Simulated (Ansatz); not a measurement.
Relaxing a structure of MoS$_{2}$

The start is a generated trial cell of MoS2 in the marcasite structure type. The structure is fully relaxed (lattice and positions, P = 0) with PBE (plane waves to 420 eV, PAW, scalar-relativistic; Ansatz, a quantum-chemistry and plane-wave program). The first steps use a coarse 5×4×6 k-mesh.

Input geometry:
```
MoS2
1.0
    4.79087     0.00000     0.00000
    0.00000     5.84722     0.00000
    0.00000     0.00000     3.65023
Mo S
2 4
Cartesian
  0.00000   0.00000   0.00000
  2.39544   2.92361   1.82512
  0.96009   2.21434   0.00000
  3.35553   0.70927   1.82512
  1.43535   5.13796   1.82512
  3.83078   3.63288   0.00000
```

Q: How do the shortest distances between atoms change?

A: The closest pairs of elements (up to four, under 3.6 Å), start → end: S–S 2.39 → 2.65 Å; Mo–S 2.41 → 2.40 Å; Mo–Mo 3.65 → 3.16 Å.

Q: Is the relaxed structure metallic? Give its gap.

A: No gap (metallic).

Q: What does it relax into? Give the structure.

A: 
```cif
data_Mo2S4
_chemical_formula_sum 'Mo2 S4'
_space_group_name_H-M_alt 'Pnnm'
_space_group_IT_number 58
_space_group_name_Hall '-P 2 2n'
_cell_length_a 5.26714
_cell_length_b 6.02300
_cell_length_c 3.16121
_cell_angle_alpha 90.000
_cell_angle_beta 90.000
_cell_angle_gamma 90.000
loop_
_space_group_symop_operation_xyz
  'x, y, z'
  '-x, -y, -z'
  '-x, -y, z'
  'x, y, -z'
  'x+1/2, -y+1/2, -z+1/2'
  '-x+1/2, y+1/2, z+1/2'
  '-x+1/2, y+1/2, -z+1/2'
  'x+1/2, -y+1/2, z+1/2'
loop_
_atom_site_label
_atom_site_type_symbol
_atom_site_symmetry_multiplicity
_atom_site_Wyckoff_symbol
_atom_site_fract_x
_atom_site_fract_y
_atom_site_fract_z
_atom_site_occupancy
Mo1 Mo 2 a 0.00000 0.00000 0.00000 1
S1 S 4 g 0.19382 0.35979 0.00000 1
```

The space group stays Pnnm (No. 58) (the run could not lower it); the end is AFLOW prototype AB2_oP6_58_a_g (as in Fe2C), with 6 atoms in the primitive cell. Final values are on a 9×8×15 k-mesh of the relaxed cell. No spin polarisation in the result.

The run could not lose the symmetry of its start; a randomly shaken copy of 12 atoms returns to this structure.

The relaxed structure here is a generated cell of MoS2: the first start was made by placing the elements on the sites of a structure type, and the end was not matched to a known phase here, so it may be hypothetical. Known forms of MoS2 include space group No. 160, 194.
